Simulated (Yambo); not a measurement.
Material: KMgF3 (cubic perovskite, space group Pm-3m, No. 221); a = b = c = 3.9785 Å, α = β = γ = 90.00° (5 atoms in the cell). The geometry is that of Materials Project entry mp-3448, symmetrised and not relaxed again.

With PBEsol (pw.x of Quantum ESPRESSO, ONCV potentials, no spin-orbit coupling), the gap between the mesh's edge points (R → Γ) is 7.207 eV.

**Question.** What does a G0W0 run in Yambo give for it (4×4×4 Γ-centred k mesh, bands 2 to 123 and a 8 Ry block in the screening, 123 bands in G with the Bruneval-Gonze terminator, plasmon pole fitted at 27.2 eV)?

**Answer.** The correction is 4.165 eV, giving 11.372 eV, 1.6 times the PBEsol value.  Nearest settings tried, and what they do to the gap: 79 bands in W, 79 bands in G: +90 meV; 1 Ry block (19 vectors against 179): +967 meV. Not varied: mesh. So the settings aren't converged at that level. The cell is held in this high symmetry; tilts and polar distortions were not searched.
